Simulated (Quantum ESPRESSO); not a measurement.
```
CELL_PARAMETERS angstrom
      3.97847     0.00000     0.00000
      0.00000     3.97847     0.00000
      0.00000     0.00000     3.97847
ATOMIC_POSITIONS crystal
  K  0.50000 0.50000 0.50000
  Mg 0.00000 0.00000 0.00000
  F  0.00000 0.50000 0.00000
  F  0.50000 0.00000 0.00000
  F  0.00000 0.00000 0.50000
```
The cell comes from the Materials Project (a computed structure). It is KMgF3 in Pm-3m; whether this form has been observed was not checked. Stability against distortions was not tested.

With PBE (σ by GIPAW in a modified build of Quantum ESPRESSO; JTH PAW datasets, 22.5 Ha):

```tsv
quantity	PBE
σ_iso K (ppm)	1180.3
σ_iso Mg (ppm)	554.7
σ_iso F (ppm)	332.2
```

These are absolute shieldings with no macroscopic susceptibility term; δ = σ_ref − σ needs a reference computed alike. By our sweeps, such settings leave a few ppm in absolute σ. The datasets of Mg hold no d projectors, which limits absolute σ on these atoms. Static lattice: thermal averaging is not included.

Question: What does the LDA, on its own JTH datasets and the same geometry, give?

Answer: 
```tsv
quantity	LDA	LDA − PBE
σ_iso K (ppm)	1158.1	-22.2
σ_iso Mg (ppm)	540.2	-14.5
σ_iso F (ppm)	314.9	-17.4
```
